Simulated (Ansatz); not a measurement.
The cell is RuFI (Janus 1T monolayer); cell and atoms were relaxed with r2SCAN. In-plane lattice: a = 3.720 Å, b = 3.720 Å, γ = 120.0°; thickness between the outer nuclei 2.29 Å. Around Ru lie 3 F at 2.35 Å and 3 I at 2.52 Å; around F lie 3 Ru at 2.35 Å; around I lie 3 Ru at 2.52 Å.

5 runs of Ansatz on this cell differ in the functional (and in the settings that go with it). Levels are in eV from each run's valence top; v1 is the last filled band, c1 the first empty one.

Run A, mean stress 0.0 N/m (compression positive):

| point | v2 | v1 | c1 | c2 |
| --- | --- | --- | --- | --- |
| Γ | -0.87 | 0.00 | 2.85 | 2.85 |
| M | -0.28 | -0.14 | 1.87 | 2.47 |
| K | -0.39 | -0.14 | 1.34 | 2.62 |

Run B, mean stress +7.0 N/m (compression positive):

| point | v2 | v1 | c1 | c2 |
| --- | --- | --- | --- | --- |
| Γ | -0.27 | -0.02 | 10.16 | 10.93 |
| M | -0.84 | -0.37 | 13.04 | 13.46 |
| K | -0.50 | -0.43 | 11.76 | 14.19 |

Run C, mean stress -0.1 N/m (compression positive):

| point | v2 | v1 | c1 | c2 |
| --- | --- | --- | --- | --- |
| Γ | -0.94 | 0.00 | 4.95 | 4.95 |
| M | -0.38 | -0.24 | 3.96 | 4.59 |
| K | -0.46 | -0.08 | 3.24 | 4.80 |

Run D, mean stress +1.0 N/m (compression positive):

| point | v2 | v1 | c1 | c2 |
| --- | --- | --- | --- | --- |
| Γ | -0.86 | 0.00 | 2.51 | 2.51 |
| M | -0.24 | -0.11 | 1.46 | 2.11 |
| K | -0.36 | -0.18 | 1.04 | 2.20 |

Run E, mean stress -3.0 N/m (compression positive):

| point | v2 | v1 | c1 | c2 |
| --- | --- | --- | --- | --- |
| Γ | -0.87 | 0.00 | 2.42 | 2.42 |
| M | -0.24 | -0.11 | 1.35 | 2.01 |
| K | -0.37 | -0.22 | 0.96 | 2.09 |

Question: Match the runs to LDA, PBE, r2SCAN, PBE0, Hartree-Fock.

Answer: A is r2SCAN, B is Hartree-Fock, C is PBE0, D is PBE, E is LDA. In order of the gap: LDA 0.96, PBE 1.04, r2SCAN 1.34, PBE0 3.24, Hartree-Fock 10.16 eV.

The cell comes from a prototype generator: it can be a known phase or a hypothetical one. Spin polarisation is off.

Spin-orbit coupling is left out, which matters wherever the heavy atoms make up the band edges.

The stress of a hybrid is loosely converged in these runs.

The meshes of the hybrids are coarse, so their gaps aren't converged to the digits shown.
